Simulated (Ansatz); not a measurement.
Here is the system:

AgW:
```cif
data_Ag2W2
_chemical_formula_sum 'Ag2 W2'
_space_group_name_H-M_alt 'P 1'
_space_group_IT_number 1
_cell_length_a 5.61575
_cell_length_b 5.61575
_cell_length_c 4.46463
_cell_angle_alpha 90.000
_cell_angle_beta 90.000
_cell_angle_gamma 152.324
loop_
_space_group_symop_operation_xyz
  'x, y, z'
loop_
_atom_site_label
_atom_site_type_symbol
_atom_site_fract_x
_atom_site_fract_y
_atom_site_fract_z
_atom_site_occupancy
Ag1 Ag 0.68454 0.31546 0.25000 1
W1 W 0.94106 0.05894 0.25000 1
Ag2 Ag 0.31546 0.68454 0.75000 1
W2 W 0.05894 0.94106 0.75000 1
```

This is the PBEsol-relaxed structure.

### Question
All from PBEsol in the plane-wave PAW code Ansatz, unless another level is named. Estimate the density of states at the Fermi level.

### Answer
0.68 states/eV per atom (mean over ±0.08 eV).

### Question
What about the formation energy from the elements (no fitted shifts)?

### Answer
0.71 eV/atom.

Space group Cmcm. The start of the workflow was typed in or built on a structure type; neither database checked (COD, Materials Project) lists it. Whether it is the stable phase at ambient conditions was not checked. The cell was relaxed with PBEsol under the symmetry of its start; its stability against distortions is not shown here. No spin polarisation was allowed. Its formation energy is positive at this level, so the cell may be metastable or incomplete. The references are the lowest solids computed at this level, not always the standard phases. Scalar-relativistic: spin–orbit coupling is off unless named, which matters more the heavier the elements.

Potentials: the later of the program's two PAW sets.
